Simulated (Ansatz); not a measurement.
Input and command of a calculation in Ansatz (plane waves; scalar-relativistic PAW potentials unless the input names others):

```yaml
crystal:
  lattice:
    - [2.4227077728, 1.3987509848, 3.2177731959]
    - [-2.4227077728, 1.3987509848, 3.2177731959]
    - [0.0, -2.7975019696, 3.2177731959]
  atoms:
    - { symbol: Bi, position: [0.5, 0.5, 0.5] }
    - { symbol: Te, position: [0.0, 0.0, 0.0] }
basis:
  ecutwfc: 420
kpoints:
  mp_grid: { grid: [12, 12, 12] }
hamiltonian:
  xc: lda
scf:
  occupations: { method: methfessel_paxton, width: 0.01 }
  mixing: { preconditioner: local_kerker }
output:
  forces: true
  eigenvalues: true
  stress: true
```

```bash
ansatz run input.yaml --threads 1 --pin off --max-ram 1228MiB --backend cpu --events-out ev --progress --plain --runs-dir out
```

Abridged log:
```
Basis set: ecut = 420 eV, 1253 PW (Γ)
Bands: 20, of which v1, the nominal top of the filled ones, is band 16 counted from 1 (15 counted from 0)
Symmetry: 12 space group operations
k-points: 189 of 1728
SCF iter   1: F=—  HF=-18913.211381 eV  |F-HF|=—  |Δ(HF+E_count)|=         —  Δρ=4.02e-3  dr2=6.18e-3  ethr=1.77e-3  ⟨swp⟩=6.9  Hψ=20572  notcnv=0
SCF iter   2: F=—  HF=-18913.208104 eV  |F-HF|=—  |Δ(HF+E_count)|=   3.28e-3  S|Δr|=    0.00e0  Δρ=2.28e-3  dr2=1.81e-3  ethr=1.99e-5  ⟨swp⟩=2.4  Hψ=7571  notcnv=0  defer=108
SCF iter   3: F=—  HF=-18913.207570 eV  |F-HF|=—  |Δ(HF+E_count)|=   5.33e-4  S|Δr|=    0.00e0  Δρ=3.11e-4  dr2=7.83e-5  ethr=5.84e-6  ⟨swp⟩=2.2  Hψ=6649  notcnv=0  defer=108
SCF iter   4: F=—  HF=-18913.207538 eV  |F-HF|=—  |Δ(HF+E_count)|=   3.26e-5  S|Δr|=    0.00e0  Δρ=9.56e-5  dr2=6.45e-6  ethr=2.53e-7  ⟨swp⟩=2.0  Hψ=5910  notcnv=0  defer=108
SCF iter   5: F=—  HF=-18913.207535 eV  |F-HF|=—  |Δ(HF+E_count)|=   3.02e-6  S|Δr|=    0.00e0  Δρ=1.35e-5  dr2=1.54e-7  ethr=2.08e-8  ⟨swp⟩=2.3  Hψ=4685  notcnv=0  defer=108
SCF iter   6: F=-18913.207535 eV  HF=-18913.207535 eV  |F-HF|=6.46e-9  |Δ(HF+E_count)|=   8.69e-8  S|Δr|=    0.00e0  Δρ=3.29e-6  dr2=6.67e-9  ethr=3.23e-10  ⟨swp⟩=7.8  Hψ=19829  notcnv=0
SCF 1 converged in 6 iterations: F = -18913.207535 eV  dr2 = 6.67e-9
SCF converged after 6 iterations
Stability not checked: this state was not tested for a lower state beside it, because cold or Methfessel-Paxton smearing, or corrected tetrahedra, fill the levels in a way that the test cannot read (fill_not_monotonic; see scf.lower_state_search)
Free energy (F): -18913.207535 eV
Harris-Foulkes:  -18913.207535 eV  (|F-HF|=6.46e-9)
Internal energy: -18913.207522 eV  (E = F + TS)
E sigma→0 (E₀):  -18913.207532 eV
Entropy (-TS):   -0.000013 eV (-0.006 meV/atom)
Fermi energy:    9.972793 eV
--- Forces (eV/Å), atoms counted from 1 ---
  atom   1  Bi     0.00000000     0.00000000     0.00000000
  atom   2  Te     0.00000000     0.00000000     0.00000000
--- Stress (GPa, compression-positive) ---
       -2.914607       0.000000       0.000000
        0.000000      -2.914607       0.000000
        0.000000       0.000000      -1.973645
  P = ⅓ Tr σ = -2.6010 GPa (-26.010 kbar)
```

Apart from outputs and empty bands, the input differs from a reference run on usual settings in scf.occupations.method: "gaussian" → "methfessel_paxton"; scf.occupations.width: 0.15 → 0.01; scf.mixing.preconditioner: not typed → "local_kerker". The reference, at the same geometry (not necessarily relaxed), gave pressure -2.57 GPa, largest force 0.000 eV/Å, no gap on the mesh. This run converged in 6 SCF iterations (reference: 7) with an energy at zero smearing 0.08 meV/atom above the reference's, pressure -2.60 GPa, largest force 0.000 eV/Å, no gap on the mesh. Its k mesh, for so narrow a smearing in a metal, is looser than usual, yet energy, pressure and forces hardly moved.